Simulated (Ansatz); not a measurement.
MnZn3 (Cu3Au type, Pm-3m) under volume change, r²SCAN (plane waves, PAW; program Ansatz), scaled uniformly.

```csv
V (Å³/atom),E − E(relaxed) (meV/atom),P (GPa)
12.577,41.1,11.71
12.991,17.0,7.05
13.406,4.0,3.16
13.821,0.0,0.00
14.235,3.5,-2.67
14.650,13.5,-4.94
15.064,28.7,-6.76
```

Problem. What does a third-order Birch–Murnaghan fit give for V₀, B₀ and B′?

Solution. V₀ = 13.82 Å³/atom, B₀ = 97.6 GPa, B′ = 5.1.

The workflow started from an entry of the Crystallography Open Database (COD). Its standing as an ambient phase is unchecked. The cell was relaxed with r²SCAN under the symmetry of its start; whether a distortion lowers the energy is not shown. Magnetic state: ferromagnetic, the only order run, not a proven ground state. The cell computed holds one magnetic atom, so no antiferromagnetic order was within reach. Other orbital occupations within this spin state were not tried.

Potentials: the later of the program's two PAW sets.
